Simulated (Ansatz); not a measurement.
InAs:
```cif
data_As6In6
_chemical_formula_sum 'In6 As6'
_space_group_name_H-M_alt 'P 1'
_space_group_IT_number 1
_cell_length_a 7.52324
_cell_length_b 7.52324
_cell_length_c 7.52324
_cell_angle_alpha 90.000
_cell_angle_beta 90.000
_cell_angle_gamma 90.000
loop_
_space_group_symop_operation_xyz
  'x, y, z'
loop_
_atom_site_label
_atom_site_type_symbol
_atom_site_fract_x
_atom_site_fract_y
_atom_site_fract_z
_atom_site_occupancy
In1 In 0.25000 0.00000 0.50000 1
In2 In 0.50000 0.25000 0.00000 1
In3 In 0.50000 0.75000 0.00000 1
In4 In 0.75000 0.00000 0.50000 1
In5 In 0.00000 0.50000 0.75000 1
In6 In 0.00000 0.50000 0.25000 1
As1 As 0.25000 0.50000 0.00000 1
As2 As 0.00000 0.25000 0.50000 1
As3 As 0.00000 0.75000 0.50000 1
As4 As 0.75000 0.50000 0.00000 1
As5 As 0.50000 0.00000 0.75000 1
As6 As 0.50000 0.00000 0.25000 1
```

Relaxed with r²SCAN.

Task: Tabulate the valence density and the electron localisation function along the shortest In–As contact (2.66 Å), r²SCAN (plane waves, PAW; program Ansatz).

Result: 

| distance from In (Å) | density (e/Å³) | ELF |
|---|---|---|
| 0.27 | 8.63 | 0.00 |
| 0.40 | 6.61 | 0.02 |
| 0.53 | 4.55 | 0.08 |
| 0.66 | 2.73 | 0.16 |
| 0.80 | 1.35 | 0.21 |
| 0.93 | 0.65 | 0.22 |
| 1.06 | 0.46 | 0.23 |
| 1.20 | 0.40 | 0.35 |
| 1.33 | 0.40 | 0.57 |
| 1.46 | 0.44 | 0.73 |
| 1.60 | 0.53 | 0.77 |
| 1.73 | 0.65 | 0.74 |
| 1.86 | 0.84 | 0.68 |
| 1.99 | 1.54 | 0.56 |
| 2.13 | 4.26 | 0.35 |
| 2.26 | 11.70 | 0.16 |
| 2.39 | 25.00 | 0.07 |

The density is the valence pseudo-density with augmentation charge, so density and ELF within about 1 Å of a nucleus are not all-electron values.

Space group Pm-3n. The start of the workflow was typed in or built on a structure type; neither database checked (COD, Materials Project) lists it. It is not the phase usual at ambient conditions (space group No. 216). Symmetry was held in the r²SCAN relaxation; its stability against distortions is not shown here. The volume moved by 26 % from the start of the relaxation.

Potentials: the earlier of the program's two PAW sets. The files were generated under PBE; for other functionals the program regenerates the frozen cores, and for LDA and PBEsol the local potential too.
